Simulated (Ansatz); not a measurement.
Values for one crystal, relaxed and computed with PBE in the plane-wave PAW code Ansatz; other levels are named.

| Quantity | Value |
|---|---|
| Volume per atom | 17.31 Å³ |
| Band gap | 0.57 eV (indirect) |
| Valence-band maximum | at Γ |
| Electron effective mass | 0.34, 0.34, 0.67 mₑ (principal values) |
| Formation energy from the elements (no fitted shifts) | 0.23 eV/atom |
| Hole effective mass with spin–orbit coupling, band 2 of 2 at the edge | 0.20 along [100], 0.23 along [110], 0.25 along [111] (mₑ) |
| Hole effective mass, band 1 of 3 at the edge | 1.2 along [100], 1.2 along [110], 0.52 along [111] (mₑ) |

Problem. Which compound is it?
A) BAs, Pm-3n (B on 6c, As on 6d)
B) BN, rock salt
C) KZnF3, cubic perovskite
D) BP, zinc blende

Solution. A, BAs, Pm-3n (B on 6c, As on 6d)

The start of the workflow was typed in or built on a structure type; neither database checked (COD, Materials Project) lists it. It is not the phase usual at ambient conditions (space group No. 216). The cell was relaxed with PBE under the symmetry of its start; whether a distortion lowers the energy is not shown. Its formation energy is positive at this level, so the cell may be metastable or incomplete. The references are the lowest solids computed at this level, not always the standard phases. Scalar-relativistic: spin–orbit coupling is off unless named, which matters more the heavier the elements.

Potentials: the later of the program's two PAW sets.
